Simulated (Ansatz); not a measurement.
This run works on a generated trial structure, not on a known crystal.

Input and command of a plane-wave DFT calculation in Ansatz:

```yaml
crystal:
  lattice:
    - [3.0915319793, 0.0, 0.0]
    - [-1.5457659897, 2.6773452307, 0.0]
    - [0.0, 0.0, 10.2108798906]
  atoms:
    - { symbol: Sc, position: [0.6666666667, 0.3333333333, 0.5], spin: 0.43 }
    - { symbol: Sc, position: [0.3333333333, 0.6666666667, 0.2304243706] }
    - { symbol: Sc, position: [0.3333333333, 0.6666666667, 0.7695756294] }
    - { symbol: W, position: [0.6666666667, 0.3333333333, 0.0] }
basis:
  ecutwfc: 420
kpoints:
  mp_grid: { grid: [18, 18, 6] }
hamiltonian:
  xc: pbe
scf:
  occupations: { method: gaussian, width: 0.1 }
output:
  forces: true
  stress: true
  eigenvalues: true
  populations: true
  write_density: true
  write_potential: true
  elf: true
  volumetric_format: npy
magnetization:
  spin_polarized: true
relax:
  adjacent_minimum: "off"
  f_tol: 0.01
  max_steps: 80
  cell: { stress_tol: 0.05 }
```

```bash
ansatz run input.yaml --threads 1 --pin off --max-ram 2560MiB --backend cpu --events-out ev --progress --plain --runs-dir out
```

Processor: Arm Neoverse N1, 1 thread, on a host shared with other jobs.

Question: How long does it run, and how much memory does it take?

Answer: About 14 min, peak memory 0.8 GiB. It solves 29 bands at 148 k points (after reduction by symmetry) with about 1631 plane waves (on the last cell), in 47 SCF iterations over 4 ionic steps.
